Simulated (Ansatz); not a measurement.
Data:

GaN:
```xyz
2
Lattice="2.9401 0.0000 0.0000 -1.4700 2.5462 0.0000 0.0000 0.0000 2.6544" Properties=species:S:1:pos:R:3 pbc="T T T"
Ga     0.0000     0.0000     0.0000
N      1.4700     0.8487     1.3272
```

This is the PBEsol-relaxed structure. Tensor components refer to the Cartesian frame of this cell.

### Question
All from DFT-PBEsol in the program Ansatz with PAW potentials, unless another level is named. Predict the bulk modulus (Birch–Murnaghan fit).

### Answer
1900 kbar.

### Question
Give the elastic constants (relaxed ions, GPa).

### Answer
C11 = 368, C12 = 122, C13 = 36.3, C33 = 627, C44 = -69.1.

### Question
Give the highest zone-centre frequency.

### Answer
302 cm^-1.

Space group P-6m2. A made-up cell: these elements were put on the sites of a structure type; neither database checked (COD, Materials Project) lists it. It is not the phase usual at ambient conditions (space group No. 186, 216). The cell was relaxed with PBEsol under the symmetry of its start. At this level the phase is dynamically unstable (imaginary phonons). As this level gives no gap, shear constants depend on the k-mesh and smearing (Fermi–Dirac, 0.1 eV here). As this level gives no gap, phonon frequencies hold no LO–TO term and depend on the k-mesh and smearing (Fermi–Dirac, 0.1 eV here). On the denser mesh and wider smearing of the elastic run this cell carries a stress of 0.7 GPa.

Potentials: the later of the program's two PAW sets.
